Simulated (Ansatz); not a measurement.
An ordered 8-atom cell of LaAl3N4 on the wurtzite lattice (Pm) (it has left that coordination) at its r2SCAN geometry, run in the PAW code Ansatz at 3 levels of theory. All values are calculated for a non-magnetic cell, which may be hypothetical.

The r2SCAN input:
```yaml
crystal:
  lattice:
    - [5.3420428347, 0.0, 0.1004223777]
    - [0.0, 3.2751811123, 0.0]
    - [0.1069246499, 0.0, 5.8866389723]
  atoms:
    - { symbol: Al, position: [-0.0008567673, 0.0, 0.6787271872] }
    - { symbol: Al, position: [-0.0092996354, 0.5, 0.1493111235] }
    - { symbol: Al, position: [0.5163041797, 0.5, 0.8378962968] }
    - { symbol: La, position: [0.5057926445, 0.0, 0.3442269203] }
    - { symbol: "N", position: [0.6481700294, 0.0, 0.7160536158] }
    - { symbol: "N", position: [0.6501593009, 0.5, 0.1174396306] }
    - { symbol: "N", position: [0.1444588732, 0.5, 0.8244223343] }
    - { symbol: "N", position: [0.0452713751, 0.0, 0.3319228915] }
kpoints:
  mp_grid: { grid: [6, 8, 4] }
  band_path:
    path:
      - [0.0, 0.0, 0.0]
      - [0.0, -0.5, 0.0]
      - [0.0, -0.5, -0.5]
      - [0.0, 0.0, -0.5]
      - [-0.5, 0.0, -0.5]
      - [-0.5, -0.5, -0.5]
      - [-0.5, -0.5, 0.0]
      - [-0.5, 0.0, 0.0]
      - [0.3333333333, -0.5, -0.5]
    npoints: 1
hamiltonian:
  xc: r2scan
scf:
  occupations: { method: fixed }
  n_extra_bands: 6
output:
  forces: true
  stress: true
  eigenvalues: true
```

Main results, then, where recorded, the levels near the gap in eV from the Fermi energy (columns number the bands from 0), one row a point of the path (Γ, Z, D, B, A, E, C₂, Y₂, (1/3, -1/2, -1/2)):
```
Crystal: 8 atoms, lattice volume = 102.958 Å³
Symmetry: 2 space group operations
Space group: Pm (ITA 6)
```
```
Basis set: ecut = 500 eV, 2601 PW (Γ)
Bands: 26, of which v1, the nominal top of the filled ones, is band 20 counted from 1 (19 counted from 0)
k-points: 70 of 192 (time reversal used)
Free energy (F): -9435.599131 eV
Fermi energy:    9.214194 eV
--- Forces (eV/Å), atoms counted from 1 ---
  atom   1  Al    -0.00049      0.00000      0.00286
  atom   2  Al    -0.00022      0.00000    -0.00100
  atom   3  Al      0.00044      0.00000      0.00121
  atom   4  La      0.00131      0.00000    -0.00057
  atom   5  N       0.00029      0.00000    -0.00042
  atom   6  N     -0.00014      0.00000    -0.00164
  atom   7  N     -0.00061      0.00000    -0.00112
  atom   8  N     -0.00041      0.00000      0.00051
--- Stress (GPa, compression-positive) ---
       -0.004724       0.000000      -0.001058
        0.000000      -0.001299       0.000000
       -0.001120       0.000000       0.007198
  P = ⅓ Tr σ = 0.0004 GPa (0.004 kbar)
```
```tsv
band_17	band_18	band_19	band_20	band_21	band_22
-1.672	-1.475	-1.229	1.548	2.636	3.535
-1.758	-1.117	-0.686	2.757	3.810	3.878
-1.965	-1.069	-0.398	2.225	3.543	3.923
-1.316	-1.293	-0.941	2.313	3.167	3.985
-1.688	-1.011	-0.827	2.229	3.507	3.905
-2.246	-2.051	0.000	2.878	3.239	3.301
-1.652	-1.509	-0.652	3.178	3.616	4.108
-2.029	-1.399	-1.264	2.290	3.175	3.389
-2.166	-1.906	-0.099	2.481	3.385	3.599
```

With r2SCAN the valence top lies at E and the conduction bottom at Γ, 1.55 eV higher; the smallest vertical gap, at k = (1/6, -1/2, -1/2), is 2.56 eV.

**Question.** In the first input these blocks are replaced (the band path and keys that only write files left aside):
```yaml
kpoints:
  mp_grid: { grid: [4, 4, 4] }
hamiltonian:
  xc: hse06
```
What comes out?

**Answer.**
```
Basis set: ecut = 420 eV, 2025 PW (Γ)
Bands: 26, of which v1, the nominal top of the filled ones, is band 20 counted from 1 (19 counted from 0)
k-points: 30 of 64 (time reversal used)
Exchange kernel: α = 0.2500, screened, ω = 0.2079 Å⁻¹, Wigner–Seitz truncation, v(0) = 1031.6254 eV·Å³, q-mesh 4×4×4
hybrid outer 1: dexx = +2.497e-2 eV, tail = 4.53e-5 eV
hybrid outer 2: dexx = +1.135e-6 eV, tail = 2.51e-8 eV, Δε = 3.07e-3 eV, ΔF = 1.04e-2 eV/Å
hybrid outer 3: dexx = +4.837e-10 eV, tail = 4.32e-10 eV, Δε = 4.43e-5 eV, ΔF = 9.02e-5 eV/Å
Free energy (F): -9412.804284 eV
Fermi energy:    8.611219 eV
--- Forces (eV/Å), atoms counted from 1 ---
  atom   1  Al    -0.02814      0.00000      0.04209
  atom   2  Al    -0.05967      0.00000    -0.02010
  atom   3  Al      0.05831      0.00000      0.04324
  atom   4  La      0.10770      0.00000    -0.08998
  atom   5  N     -0.06474      0.00000    -0.13147
  atom   6  N     -0.12807      0.00000      0.18090
  atom   7  N       0.00161      0.00000    -0.02311
  atom   8  N       0.11299      0.00000    -0.00158
--- Stress (GPa, compression-positive) ---
       -1.448198       0.000000      -0.001675
        0.000000       0.001883       0.000000
       -0.001704       0.000000      -1.058574
  P = ⅓ Tr σ = -0.8350 GPa (-8.350 kbar)
```
```tsv
band_17	band_18	band_19	band_20	band_21	band_22
-1.653	-1.534	-1.280	2.275	3.399	4.280
-1.757	-1.212	-0.701	3.503	4.684	4.938
-1.973	-1.140	-0.419	2.921	4.639	4.815
-1.386	-1.298	-0.959	3.195	3.974	5.180
-1.742	-0.997	-0.841	3.130	4.552	4.827
-2.274	-2.142	0.000	3.761	4.050	4.056
-1.751	-1.505	-0.674	4.032	4.465	5.403
-2.056	-1.409	-1.306	3.175	4.033	4.183
-2.182	-2.009	-0.103	3.238	4.140	4.607
```
With HSE06 the valence top lies at E and the conduction bottom at Γ, 2.27 eV higher; the smallest vertical gap, at k = (1/4, -1/2, -1/2), is 3.27 eV. The mean pressure at these positions is -0.8 GPa, compression counted positive. The stress of a hybrid is loosely converged here.

PBE0. Against the first input these blocks differ (the band path and keys that only write files left aside):
```yaml
kpoints:
  mp_grid: { grid: [4, 4, 4] }
hamiltonian:
  xc: pbe0
```

```
Basis set: ecut = 420 eV, 2025 PW (Γ)
Bands: 26, of which v1, the nominal top of the filled ones, is band 20 counted from 1 (19 counted from 0)
k-points: 30 of 64 (time reversal used)
hybrid outer 1: dexx = +3.705e-2 eV, tail = 6.89e-5 eV
hybrid outer 2: dexx = +2.334e-6 eV, tail = 5.25e-8 eV, Δε = 2.55e-3 eV, ΔF = 1.54e-2 eV/Å
hybrid outer 3: dexx = +1.065e-9 eV, tail = 7.55e-10 eV, Δε = 5.54e-5 eV, ΔF = 1.19e-4 eV/Å
Free energy (F): -9412.449203 eV
Fermi energy:    8.234719 eV
--- Forces (eV/Å), atoms counted from 1 ---
  atom   1  Al    -0.03657      0.00000      0.04461
  atom   2  Al    -0.07233      0.00000    -0.02189
  atom   3  Al      0.06775      0.00000      0.05468
  atom   4  La      0.10876      0.00000    -0.09091
  atom   5  N     -0.06031      0.00000    -0.12757
  atom   6  N     -0.12280      0.00000      0.17046
  atom   7  N       0.00463      0.00000    -0.02651
  atom   8  N       0.11086      0.00000    -0.00289
--- Stress (GPa, compression-positive) ---
       -1.460165       0.000000      -0.003007
        0.000000       0.001195       0.000000
       -0.003061       0.000000      -1.030754
  P = ⅓ Tr σ = -0.8299 GPa (-8.299 kbar)
```
```tsv
band_17	band_18	band_19	band_20	band_21	band_22
-1.655	-1.542	-1.283	2.986	4.136	5.019
-1.764	-1.219	-0.697	4.247	5.418	5.685
-1.979	-1.147	-0.423	3.657	5.378	5.558
-1.393	-1.304	-0.960	3.936	4.714	5.929
-1.744	-1.002	-0.846	3.866	5.300	5.571
-2.286	-2.159	0.000	4.503	4.788	4.791
-1.763	-1.504	-0.675	4.779	5.200	6.145
-2.065	-1.416	-1.314	3.915	4.767	4.924
-2.193	-2.026	-0.104	3.972	4.872	5.356
```

The PBE0 gap is indirect, 2.99 eV (E to Γ), below the direct gap of 4.01 eV at k = (1/4, -1/2, -1/2). The mean pressure at these positions is -0.8 GPa, compression counted positive. The stress of a hybrid is loosely converged here.

Small level splittings and stresses of the hybrids carry the error of their coarser meshes.

Totals of different functionals can't be compared.

The runs are scalar-relativistic, without spin-orbit coupling.

The meshes of the hybrids are coarse, so their gaps aren't converged to the digits shown.
